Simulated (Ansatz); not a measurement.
Ag:
```
Ag
1.0
    2.84091     0.00000     0.00000
   -1.42045     2.46030     0.00000
    0.00000     0.00000     2.78115
Ag
1
Cartesian
  0.00000   0.00000   0.00000
```

Relaxed with PBE. Special points in fractions of this cell's reciprocal vectors: Γ (0.000, 0.000, 0.000); M (0.500, 0.000, 0.000); K (0.333, 0.333, 0.000); A (0.000, 0.000, 0.500); L (0.500, 0.000, 0.500); H (0.333, 0.333, 0.500).

Q: List the band energies nearest the Fermi level at these points for PBE with spin–orbit coupling (plane waves, PAW; program Ansatz).

A: In eV from the Fermi level; about four levels below and three above (degenerate sets whole), none deeper than 8.9 eV; … stands for higher levels left out; points with the same levels are listed once.

| k | below | above |
|---|---|---|
| Γ | -3.00 -3.00 -2.74 -2.74 | 12.90 12.90 … |
| M | -2.58 -2.58 -0.06 -0.06 | 3.08 3.08 … |
| K | -3.69 -3.69 -3.47 -3.47 | 3.95 3.95 4.03 4.03 |
| A | -3.52 -3.52 -0.99 -0.99 | 1.21 1.21 … |
| L | -2.57 -2.57 -2.24 -2.24 | 4.03 4.03 4.88 4.88 |
| H | -3.93 -3.93 -2.43 -2.43 | 6.66 6.66 8.15 8.15 |

Space group P6/mmm (simple hexagonal). The start of the workflow was typed in or built on a structure type; neither database checked (COD, Materials Project) lists it. It is not the phase usual at ambient conditions (space group No. 225). Symmetry was held in the PBE relaxation; whether a distortion lowers the energy is not shown. The run is not spin-polarised.

Potentials: the later of the program's two PAW sets.
